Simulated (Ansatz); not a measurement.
GaP:
```
GaP
1.0
    3.61998     0.00000     0.00000
   -1.80999     3.13500     0.00000
    0.00000     0.00000     6.11641
Ga P
2 2
Direct
  0.00000   0.00000   0.00000
  0.00000   0.00000   0.50000
  0.33333   0.66667   0.25000
  0.66667   0.33333   0.75000
```

Relaxed with PBE. Special points in fractions of this cell's reciprocal vectors: Γ (0.000, 0.000, 0.000); M (0.500, 0.000, 0.000); K (0.333, 0.333, 0.000); A (0.000, 0.000, 0.500); L (0.500, 0.000, 0.500); H (0.333, 0.333, 0.500).

Question: List the band energies nearest the Fermi level at these points for plane-wave PAW PBE (Ansatz code).

Answer: In eV from the Fermi level; about four levels below and three above (degenerate sets whole), none deeper than 8.9 eV; points with the same levels are listed once.

```json
[
 {"k": "Γ", "below": "-7.87 -0.23 -0.17 -0.17", "above": "0.32 0.32 0.86"},
 {"k": "M", "below": "-5.14 -4.41 -4.22 -2.49", "above": "0.16 1.37 1.68"},
 {"k": "K", "below": "-3.33 -3.33 -3.31 -3.06 -3.06", "above": "5.46 6.15 6.15"},
 {"k": "A", "below": "-4.58 -4.58", "above": "0.14 0.14 0.14 0.14"},
 {"k": "L", "below": "-1.57 -1.57 -0.09 -0.09", "above": "3.48 3.48 6.36 6.36"},
 {"k": "H", "below": "-4.84 -4.84 -0.31 -0.31", "above": "1.04 1.04 2.65 2.65"}
]
```

Space group P6_3/mmc (NiAs type). A made-up cell: these elements were put on the sites of a structure type; neither database checked (COD, Materials Project) lists it. It is not the phase usual at ambient conditions (space group No. 216). The PBE relaxation kept the symmetry of its start; whether a distortion lowers the energy is not shown. Scalar-relativistic: spin–orbit coupling is off unless named, which matters more the heavier the elements.

Potentials: the later of the program's two PAW sets.
